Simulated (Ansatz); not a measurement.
**GaN (P6_3mc)**

Theory: DFT PBE, scalar-relativistic, plane waves, PAW (Ansatz).

Cutoff 420 eV; k points 12×12×2 on the computed 12-atom cell (Γ-centred); Gaussian smearing, width 0.02 eV; no spin polarisation.

The structure is relaxed at this level of theory with its symmetry kept, and needn't be the ground state of this composition.

Space group P6_3mc (No. 186), hexagonal, a = 3.217 Å, c = 15.748 Å. Around Ga on its first site lie 4 N at 1.97 Å; around Ga on its second site lie 4 N at 1.97 Å; Ga on its third site has 4 N at 1.97 Å; N on its first site is surrounded by 4 Ga at 1.97 Å; N on its second site is surrounded by 4 Ga at 1.97 Å; N on its third site has 4 Ga at 1.97 Å.

| Quantity | Value |
| --- | --- |
| Volume per atom | 11.76 Å³ |
| Formation energy from the elements' standard states (uncorrected) | -0.439 eV/atom |
| Kohn–Sham band gap | 1.59 eV |
| Orbital (Löwdin) character of the top 1 eV of the valence band | N 2p 87 %, Ga 4p 8 % |
| Orbital (Löwdin) character of the lowest 1 eV of the conduction band | N 2s 36 %, Ga 4s 35 %, N 2p 19 %, Ga 4p 8 % |

The cell was found from a structure generator's guess, not taken from experiment. Kohn–Sham gaps at this level usually fall short of measured ones. Löwdin shares on free-atom orbitals overweight diffuse shells in the empty bands.
